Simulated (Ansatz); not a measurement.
CrN in space group R-3m (No. 166; Cr on 3a, N on 3b) under volume change, plane-wave PAW PBEsol (Ansatz code), shape and atoms relaxed at each volume.

```json
[
 {"V (Å³/atom)": "7.697", "E − E(relaxed) (meV/atom)": "69.5", "P (GPa)": "31.68"},
 {"V (Å³/atom)": "7.951", "E − E(relaxed) (meV/atom)": "29.3", "P (GPa)": "19.46"},
 {"V (Å³/atom)": "8.204", "E − E(relaxed) (meV/atom)": "6.9", "P (GPa)": "8.99"},
 {"V (Å³/atom)": "8.458", "E − E(relaxed) (meV/atom)": "0.0", "P (GPa)": "0.02"},
 {"V (Å³/atom)": "8.712", "E − E(relaxed) (meV/atom)": "6.2", "P (GPa)": "-7.67"},
 {"V (Å³/atom)": "8.966", "E − E(relaxed) (meV/atom)": "23.7", "P (GPa)": "-14.24"},
 {"V (Å³/atom)": "9.219", "E − E(relaxed) (meV/atom)": "50.8", "P (GPa)": "-19.87"}
]
```

Question: What does a third-order Birch–Murnaghan fit give for V₀, B₀ and B′?

Answer: V₀ = 8.46 Å³/atom, B₀ = 276 GPa, B′ = 4.1.

The workflow started from a Materials Project entry (that database holds measured and hypothetical structures alike); the Crystallography Open Database copy checked does not list it. COD files the formula under space group No. 225. Whether it is the stable phase at ambient conditions was not checked. The cell was relaxed with PBEsol under the symmetry of its start, as lowered by the spin order; whether a distortion lowers the energy is not shown. The final state is antiferromagnetic, chosen from 5 collinear starts compared on coarse meshes (ties went to the first, and starts can fall back to one state), not a proven ground state. No Hubbard U is applied.

Potentials: the later of the program's two PAW sets.
